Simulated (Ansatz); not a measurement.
Relaxing a structure of Ru

The start is a relaxed Ru cell, doubled along one cell vector, shaken by Gaussian noise of σ = 0.08 Å a coordinate. The structure is fully relaxed (lattice and positions, P = 0) with PBE (plane waves to 420 eV, PAW, scalar-relativistic; Ansatz, a program for electronic structure). The first steps use a coarse 7×14×14 k-mesh.

Initial structure:
```
Ru
1.0
    2.70391     1.56110     9.22054
   -1.35195     0.78055     4.61027
    0.00000    -1.56110     4.61027
Ru
4
Cartesian
 -0.07580   0.19517   1.31397
  1.42729   0.80954   5.88880
 -0.04871  -0.10992  12.53846
  1.37882   0.72648  17.27467
```

Task: What is the largest force in the starting geometry, and on which atom (counted from 1)?

Result: 1.46 eV/Å, on Ru3 (atoms numbered as listed).

Task: How much energy is released per atom?

Result: 0.52 eV/atom.

Task: How does the volume change?

Result: -5.7 %, from 14.60 to 13.77 Å³/atom.

Task: How do the shortest distances between atoms change?

Result: The closest pairs of elements (up to four, under 3.6 Å), start → end: Ru–Ru 2.48 → 2.66 Å.

Task: Is the relaxed structure metallic? Give its gap.

Result: No gap (metallic).

Task: Give the final cell and atomic positions.

Result: 
```cif
data_Ru2
_chemical_formula_sum 'Ru2'
_space_group_name_H-M_alt 'P63/mmc'
_space_group_IT_number 194
_space_group_name_Hall '-P 6c 2c'
_cell_length_a 2.72202
_cell_length_b 2.72202
_cell_length_c 4.29076
_cell_angle_alpha 90.000
_cell_angle_beta 90.000
_cell_angle_gamma 120.000
loop_
_atom_site_label
_atom_site_type_symbol
_atom_site_symmetry_multiplicity
_atom_site_Wyckoff_symbol
_atom_site_fract_x
_atom_site_fract_y
_atom_site_fract_z
_atom_site_occupancy
Ru1 Ru 2 d 0.66667 0.33333 0.25000 1
```

Final values are on a 20×20×11 k-mesh of the relaxed cell. No spin polarisation in the result.

Of the parent cell (R-3m (No. 166)): it is a generated cell of Ru: the first start was made by placing the elements on the sites of a structure type, and the end was not matched to a known phase here, so it may be hypothetical. Known forms of Ru include space group No. 194.
